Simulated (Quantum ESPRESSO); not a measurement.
# InAl2GaAs4: finding a planted mistake in a log

Simulated, not a measurement. The program is pw.x of Quantum ESPRESSO 7.5 (plane-wave density functional theory). The cell is made up: 8 atoms on a zincblende/diamond lattice, with randomly drawn elements, strain and displacements, not relaxed. PseudoDojo standard norm-conserving files (v0.5 for PBE, v0.4.1 for LDA and PBEsol) set the functional; there is no spin polarisation, spin-orbit coupling or dispersion term, and the masses in the input are unused placeholders.

Intended input:

```
&control calculation='scf', pseudo_dir='./dojo.nc.sr.pbe.v0_5.standard.upf', outdir='./o', disk_io='low', tprnfor=.true., tstress=.true. /
&system ibrav=0, nat=8, ntyp=4, nbnd=52, ecutwfc=84.00895049, nosym=.true., tot_charge=0,
 occupations='smearing', smearing='fd', degauss=0.0018374661
/
&electrons conv_thr=7.350e-09, electron_maxstep=60, /
ATOMIC_SPECIES
Al 1.0 Al.upf
As 1.0 As.upf
Ga 1.0 Ga.upf
In 1.0 In.upf
CELL_PARAMETERS angstrom
5.7037 0.0716 0.0148
0.0716 5.8032 -0.0532
0.0148 -0.0532 5.7166
ATOMIC_POSITIONS angstrom
In -0.0059 -0.0537 0.071
Al 0.014 2.758 2.92
Ga 2.819 0.0911 2.8372
Al 2.9038 2.9996 0.0104
As 1.3622 1.517 1.427
As 1.411 4.4367 4.393
As 4.2505 1.5267 4.3199
As 4.3138 4.3275 1.4097
K_POINTS automatic
4 4 4 1 1 1
```

The log is shortened where brackets say so; the opening notice, blank lines, dates and the lines on written files are dropped, and the path of the files is cut. It prints rydbergs, bohrs and kilobars, and counts compression as positive stress.

Log of the intended run:

```
     Program PWSCF v.7.5
     Parallel version (MPI & OpenMP), running on       4 processor cores
     Number of MPI processes:                 4
     Threads/MPI process:                     1
     [start-up lines left out]
     bravais-lattice index     =            0
     lattice parameter (alat)  =      10.7793  a.u.
     unit-cell volume          =    1276.5890 (a.u.)^3
     number of atoms/cell      =            8
     number of atomic types    =            4
     number of electrons       =        92.00
     number of Kohn-Sham states=           52
     kinetic-energy cutoff     =      84.0090  Ry
     charge density cutoff     =     336.0358  Ry
     scf convergence threshold =      7.3E-09
     mixing beta               =       0.7000
     number of iterations used =            8  plain     mixing
     Exchange-correlation= PBE
                           (   1   4   3   4   0   0   0)
     [axes and pseudopotential details left out]
   Cartesian axes
     site n.     atom                  positions (alat units)
         1        In     tau(   1) = (  -0.0010343  -0.0094142   0.0124470  )
         2        Al     tau(   2) = (   0.0024543   0.4835060   0.5119063  )
         3        Ga     tau(   3) = (   0.4942000   0.0159708   0.4973906  )
         4        Al     tau(   4) = (   0.5090663   0.5258610   0.0018232  )
         5        As     tau(   5) = (   0.2388078   0.2659459   0.2501679  )
         6        As     tau(   6) = (   0.2473630   0.7777996   0.7701385  )
         7        As     tau(   7) = (   0.7451568   0.2676464   0.7573233  )
         8        As     tau(   8) = (   0.7562539   0.7586557   0.2471351  )
     number of k points=    32  Fermi-Dirac smearing, width (Ry)=  0.0018
                       cart. coord. in units 2pi/alat
        k(    1) = (   0.1231467   0.1224984   0.1255494), wk =   0.0625000
        k(    2) = (   0.1224706   0.1247939   0.3750288), wk =   0.0625000
     [further k points left out]
     Dense  grid:   132849 G-vectors     FFT dimensions: (  64,  64,  64)
     Estimated max dynamical RAM per process >     299.59 MB
     Estimated total dynamical RAM >       1.08 GB
     Initial potential from superposition of free atoms
     starting charge      91.9876, renormalised to      92.0000
     Starting wfcs are   62 randomized atomic wfcs
     total cpu time spent up to now is        4.2 secs
     per-process dynamical memory:   212.6 Mb
     Self-consistent Calculation
     iteration #  1     ecut=    84.01 Ry     beta= 0.70
     Davidson diagonalization with overlap
     ethr =  1.00E-02,  avg # of iterations =  4.3
     Threshold (ethr) on eigenvalues was too large:
     Diagonalizing with lowered threshold
     Davidson diagonalization with overlap
     ethr =  2.71E-04,  avg # of iterations =  3.4
     total cpu time spent up to now is       20.7 secs
     total energy              =   -1143.72768641 Ry
     estimated scf accuracy    <       0.26104340 Ry
     iteration #  2     ecut=    84.01 Ry     beta= 0.70
     Davidson diagonalization with overlap
     ethr =  2.84E-04,  avg # of iterations =  2.8
     total cpu time spent up to now is       28.8 secs
     total energy              =   -1143.77364612 Ry
     estimated scf accuracy    <       0.05130226 Ry
     [iterations 3 to 8 left out]
     iteration #  9     ecut=    84.01 Ry     beta= 0.70
     Davidson diagonalization with overlap
     ethr =  1.45E-10,  avg # of iterations =  5.0
     total cpu time spent up to now is       87.6 secs
     total energy              =   -1143.78732948 Ry
     estimated scf accuracy    <       0.00000003 Ry
     iteration # 10     ecut=    84.01 Ry     beta= 0.70
     Davidson diagonalization with overlap
     ethr =  3.65E-11,  avg # of iterations =  2.0
     total cpu time spent up to now is       94.2 secs
     End of self-consistent calculation
     [lines on levels left out]
!    total energy              =   -1143.78732948 Ry
     estimated scf accuracy    <          5.1E-09 Ry
     smearing contrib. (-TS)   =      -0.00000000 Ry
     internal energy E=F+TS    =   -1143.78732948 Ry
     The total energy is F=E-TS. E is the sum of the following terms:
     one-electron contribution =    -672.78182534 Ry
     hartree contribution      =     386.12815529 Ry
     xc contribution           =    -276.57231814 Ry
     ewald contribution        =    -580.56134129 Ry
     convergence has been achieved in  10 iterations
     Forces acting on atoms (cartesian axes, Ry/au):
     atom    1 type  4   force =    -0.09257602    0.07808293    0.05412175
     atom    2 type  1   force =    -0.00183220    0.05851958    0.01256974
     atom    3 type  3   force =    -0.00519717   -0.01769630    0.01367073
     atom    4 type  1   force =    -0.03827824    0.00037436   -0.00166849
     atom    5 type  2   force =     0.06043688    0.02660798    0.01378428
     atom    6 type  2   force =     0.11323126   -0.11821692   -0.13900786
     atom    7 type  2   force =    -0.01692642   -0.01244693   -0.01593101
     atom    8 type  2   force =    -0.01885809   -0.01522469    0.06246087
     Total force =     0.281126     Total SCF correction =     0.000516
     Computing stress (Cartesian axis) and pressure
          total   stress  (Ry/bohr**3)                   (kbar)     P=       59.05
   0.00043316  -0.00017194  -0.00022298           63.72      -25.29      -32.80
  -0.00017194   0.00035089   0.00026561          -25.29       51.62       39.07
  -0.00022298   0.00026561   0.00042011          -32.80       39.07       61.80
     init_run     :      3.82s CPU      3.99s WALL (       1 calls)
     electrons    :     88.83s CPU     89.93s WALL (       1 calls)
     forces       :      1.10s CPU      1.11s WALL (       1 calls)
     stress       :      3.87s CPU      3.88s WALL (       1 calls)
     [timing details left out]
     PWSCF        :   1m37.91s CPU   1m39.23s WALL
     JOB DONE.
```

A second run was made from an input with one planted mistake. Its log:

```
     Program PWSCF v.7.5
     Parallel version (MPI & OpenMP), running on       4 processor cores
     Number of MPI processes:                 4
     Threads/MPI process:                     1
     [start-up lines left out]
     bravais-lattice index     =            0
     lattice parameter (alat)  =      10.7793  a.u.
     unit-cell volume          =    1276.5890 (a.u.)^3
     number of atoms/cell      =            8
     number of atomic types    =            4
     number of electrons       =        91.00
     number of Kohn-Sham states=           52
     kinetic-energy cutoff     =      84.0090  Ry
     charge density cutoff     =     336.0358  Ry
     scf convergence threshold =      7.3E-09
     mixing beta               =       0.7000
     number of iterations used =            8  plain     mixing
     Exchange-correlation= PBE
                           (   1   4   3   4   0   0   0)
     [axes and pseudopotential details left out]
   Cartesian axes
     site n.     atom                  positions (alat units)
         1        In     tau(   1) = (  -0.0010343  -0.0094142   0.0124470  )
         2        Al     tau(   2) = (   0.0024543   0.4835060   0.5119063  )
         3        Ga     tau(   3) = (   0.4942000   0.0159708   0.4973906  )
         4        Al     tau(   4) = (   0.5090663   0.5258610   0.0018232  )
         5        As     tau(   5) = (   0.2388078   0.2659459   0.2501679  )
         6        As     tau(   6) = (   0.2473630   0.7777996   0.7701385  )
         7        As     tau(   7) = (   0.7451568   0.2676464   0.7573233  )
         8        As     tau(   8) = (   0.7562539   0.7586557   0.2471351  )
     number of k points=    32  Fermi-Dirac smearing, width (Ry)=  0.0018
                       cart. coord. in units 2pi/alat
        k(    1) = (   0.1231467   0.1224984   0.1255494), wk =   0.0625000
        k(    2) = (   0.1224706   0.1247939   0.3750288), wk =   0.0625000
     [further k points left out]
     Dense  grid:   132849 G-vectors     FFT dimensions: (  64,  64,  64)
     Estimated max dynamical RAM per process >     299.59 MB
     Estimated total dynamical RAM >       1.08 GB
     Initial potential from superposition of free atoms
     starting charge      91.9876, renormalised to      91.0000
     Starting wfcs are   62 randomized atomic wfcs
     total cpu time spent up to now is        5.7 secs
     per-process dynamical memory:   212.6 Mb
     Self-consistent Calculation
     iteration #  1     ecut=    84.01 Ry     beta= 0.70
     Davidson diagonalization with overlap
     ethr =  1.00E-02,  avg # of iterations =  4.1
     Threshold (ethr) on eigenvalues was too large:
     Diagonalizing with lowered threshold
     Davidson diagonalization with overlap
     ethr =  4.68E-04,  avg # of iterations =  2.0
     total cpu time spent up to now is       25.2 secs
     total energy              =   -1144.19514662 Ry
     estimated scf accuracy    <       0.43942309 Ry
     iteration #  2     ecut=    84.01 Ry     beta= 0.70
     Davidson diagonalization with overlap
     ethr =  4.83E-04,  avg # of iterations =  2.9
     total cpu time spent up to now is       35.2 secs
     total energy              =   -1144.30502624 Ry
     estimated scf accuracy    <       0.07843232 Ry
     [iterations 3 to 9 left out]
     iteration # 10     ecut=    84.01 Ry     beta= 0.70
     Davidson diagonalization with overlap
     ethr =  1.48E-10,  avg # of iterations =  2.1
     total cpu time spent up to now is      125.8 secs
     total energy              =   -1144.32257828 Ry
     estimated scf accuracy    <       0.00000002 Ry
     iteration # 11     ecut=    84.01 Ry     beta= 0.70
     Davidson diagonalization with overlap
     ethr =  1.70E-11,  avg # of iterations =  3.4
     total cpu time spent up to now is      138.2 secs
     End of self-consistent calculation
     [lines on levels left out]
!    total energy              =   -1144.32257828 Ry
     estimated scf accuracy    <          1.9E-09 Ry
     smearing contrib. (-TS)   =      -0.00065347 Ry
     internal energy E=F+TS    =   -1144.32192482 Ry
     The total energy is F=E-TS. E is the sum of the following terms:
     one-electron contribution =    -673.06370371 Ry
     hartree contribution      =     385.08701448 Ry
     xc contribution           =    -275.78389429 Ry
     ewald contribution        =    -580.56134129 Ry
     convergence has been achieved in  11 iterations
     Forces acting on atoms (cartesian axes, Ry/au):
     atom    1 type  4   force =    -0.08916652    0.07809101    0.05508254
     atom    2 type  1   force =     0.00022031    0.05412078    0.01323457
     atom    3 type  3   force =    -0.00150598   -0.01586048    0.01289184
     atom    4 type  1   force =    -0.03594337   -0.00486045    0.00094495
     atom    5 type  2   force =     0.05814672    0.02630453    0.01075660
     atom    6 type  2   force =     0.10749477   -0.11241899   -0.13661726
     atom    7 type  2   force =    -0.01938045   -0.01346459   -0.01690680
     atom    8 type  2   force =    -0.01986547   -0.01191181    0.06061357
     Total force =     0.272072     Total SCF correction =     0.000254
     Computing stress (Cartesian axis) and pressure
          total   stress  (Ry/bohr**3)                   (kbar)     P=      -45.10
  -0.00029976  -0.00016552  -0.00023051          -44.10      -24.35      -33.91
  -0.00016552  -0.00032596   0.00026959          -24.35      -47.95       39.66
  -0.00023051   0.00026959  -0.00029411          -33.91       39.66      -43.26
     init_run     :      4.61s CPU      4.87s WALL (       1 calls)
     electrons    :    130.86s CPU    132.51s WALL (       1 calls)
     forces       :      1.64s CPU      1.64s WALL (       1 calls)
     stress       :      5.02s CPU      5.06s WALL (       1 calls)
     [timing details left out]
     PWSCF        :   2m23.09s CPU   2m25.12s WALL
     JOB DONE.
```

Question: what was wrong in the second input?

Answer: the cell has the wrong charge. The input lines that differ, file-writing options aside:

```
- &system ibrav=0, nat=8, ntyp=4, nbnd=52, ecutwfc=84.00895049, nosym=.true., tot_charge=0,
+ &system ibrav=0, nat=8, ntyp=4, nbnd=52, ecutwfc=84.00895049, nosym=.true., tot_charge=1,
```

```
                                            intended run  run with the mistake
                          free energy (eV)    -15562.019            -15569.302
                    smearing term -TS (eV)        0.0000               -0.0089
                            pressure (GPa)          5.90                 -4.51
            largest force component (eV/Å)         3.574                 3.513
largest change of a force component (eV/Å)                               0.149
                                iterations            10                    11
```

For scale, a rerun of the intended cell at 1437 eV and a 6 x 6 x 6 mesh moved values by no more than 0.011 eV in energy, 0.02 GPa in stress and 0.003 eV/Å in force. The charged cell sits in a uniform background, so its energy and stress rest on the program's zero of potential.